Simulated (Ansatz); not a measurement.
# Data sheet: NiGe2 (DFT)

NiGe$_{2}$:
```xyz
12
Lattice="5.3747 -2.8618 0.0000 5.3747 2.8618 0.0000 0.0000 0.0000 5.7144" Properties=species:S:1:pos:R:3 pbc="T T T"
Ni     1.2424     0.0000     0.0000
Ni     9.5071     0.0000     0.0000
Ni     4.1324     0.0000     2.8572
Ni     6.6171     0.0000     2.8572
Ge     5.3747    -1.9738     1.9634
Ge     5.3747     1.9738     3.7510
Ge     5.3747    -0.8880     4.8205
Ge     5.3747     0.8880     0.8938
Ge     2.6874     1.4284     1.4286
Ge     8.0621    -1.4284     4.2858
Ge     2.6874    -1.4284     4.2858
Ge     8.0621     1.4284     1.4286
```

Space group Cmce (No. 64); conventional cell a = 10.749 Å, b = 5.724 Å, c = 5.714 Å, α = β = γ = 90.00°.

Method: plane-wave PAW PBEsol (Ansatz code). Structure relaxed to zero pressure with the same functional. Other levels are named where they apply.

### Cell and energy

- Volume per atom = 14.65 Å³
- Density = 7.71 g/cm³
- Formation energy from the elements (no fitted shifts) = -23 kJ/mol-atom

### Electronic structure

* **Electronic character**: metallic (no gap)
* **Density of states at the Fermi level**: 0.41 states/eV per atom (mean over ±0.08 eV)

### Phonons

- Highest zone-centre frequency: 267 cm⁻¹
- Zone-centre stability: no imaginary mode at Γ

The workflow started from a Materials Project entry (that database holds measured and hypothetical structures alike); the Crystallography Open Database copy checked does not list it. Its standing as an ambient phase is unchecked. The cell was relaxed with PBEsol under the symmetry of its start. No spin polarisation was allowed. As this level gives no gap, phonon frequencies hold no LO–TO term and depend on the k-mesh and smearing (Fermi–Dirac, 0.1 eV here). The references are the lowest solids computed at this level, not always the standard phases. Scalar-relativistic: spin–orbit coupling is off unless named, which matters more the heavier the elements.

Potentials: the later of the program's two PAW sets.
